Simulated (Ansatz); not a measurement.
Ansatz 0.2.0, relaxation: MoAu

Input:

```yaml
crystal:
  lattice:
    - [5.023456, 0.0, 0.0]
    - [0.0, 5.023456, 0.0]
    - [0.0, 0.0, 5.023456]
  atoms:
    - { symbol: Au, position: [0.15, 0.15, 0.15] }
    - { symbol: Au, position: [0.35, 0.85, 0.65] }
    - { symbol: Au, position: [0.65, 0.35, 0.85] }
    - { symbol: Au, position: [0.85, 0.65, 0.35] }
    - { symbol: Mo, position: [0.844, 0.844, 0.844] }
    - { symbol: Mo, position: [0.656, 0.156, 0.344] }
    - { symbol: Mo, position: [0.344, 0.656, 0.156] }
    - { symbol: Mo, position: [0.156, 0.344, 0.656] }
  symmetry: { tolerance: 0.0003 }
kpoints:
  mp_grid: { grid: [7, 7, 7], shift: [0, 0, 0] }
magnetization:
  spin_polarized: false
scf:
  occupations: { method: fermi_dirac }
  lower_state_search: "off"
hamiltonian:
  pseudopotentials: { kind: paw }
  xc: pbe
basis:
  ecutwfc: 420
  fft_grid_basis: typed
relax:
  max_steps: 60
  f_tol: 0.03
output:
  forces: true
  stress: true
  eigenvalues: true
  bader: true
  populations: true
  elf: true
  write_potential: true
  volumetric_format: npy
  dos:
    e_range: [-12, 8]
    de: 0.05
    projected: { site_lists: { Au: [Au], Mo: [Mo] } }
checkpoint:
  read: saved_state
```

Run with:

```bash
ansatz run input.yaml --threads 2 --pin off --max-ram 3584MiB --backend cpu --events-out ev --progress --plain --runs-dir out
```

Origin of the cell: a known structure type with other elements, at an estimated volume, so it need not be a known compound.

The smearing width isn't typed, so it takes its default of 0.1 eV.

The saved state is a converged single point of the same cell.

Steps:

| step | ΔF (meV/atom) | max force component (eV/Å) | SCF iterations | step was |
| --- | --- | --- | --- | --- |
| 1 | 0.0 | 0.384 | 6 | accepted |
| 2 | 2.0 | 0.425 | 6 | rejected |
| 3 | -7.9 | 0.010 | 6 | accepted |

Step 1, with forces in eV/Å:

```xyz
8
Lattice="5.023 0.000 0.000 0.000 5.023 0.000 0.000 0.000 5.023" Properties=species:S:1:pos:R:3:forces:R:3 pbc="T T T" step=1
Au    0.754    0.754    0.754    0.248    0.248    0.248
Au    1.758    4.270    3.265   -0.248   -0.248    0.248
Au    3.265    1.758    4.270    0.248   -0.248   -0.248
Au    4.270    3.265    1.758   -0.248    0.248   -0.248
Mo    4.240    4.240    4.240    0.384    0.384    0.384
Mo    3.295    0.784    1.728   -0.384   -0.384    0.384
Mo    1.728    3.295    0.784    0.384   -0.384   -0.384
Mo    0.784    1.728    3.295   -0.384    0.384   -0.384
```

Step 3, with forces in eV/Å:

```xyz
8
Lattice="5.023 0.000 0.000 0.000 5.023 0.000 0.000 0.000 5.023" Properties=species:S:1:pos:R:3:forces:R:3 pbc="T T T" step=3
Au    0.767    0.767    0.767   -0.008   -0.008   -0.008
Au    1.745    4.256    3.279    0.008    0.008   -0.008
Au    3.279    1.745    4.256   -0.008    0.008    0.008
Au    4.256    3.279    1.745    0.008   -0.008    0.008
Mo    4.258    4.258    4.258    0.010    0.010    0.010
Mo    3.277    0.765    1.746   -0.010   -0.010    0.010
Mo    1.746    3.277    0.765    0.010   -0.010   -0.010
Mo    0.765    1.746    3.277   -0.010    0.010   -0.010
```

* Free energy lowered by: 7.9 meV/atom
* Final pressure: 17.48 GPa
* Relaxation steps listed: 3

Caveats: no moments, though an odd count or open d shells may carry them; no spin-orbit coupling, though heavy elements are present; the SCF threshold is looser than advised for a stress; the relaxation held the start's symmetry, so the end may be a saddle point.

Time: 83 s on 2 threads of Arm Neoverse V1, with other jobs on the host, peak memory 0.52 GiB, from a saved density.
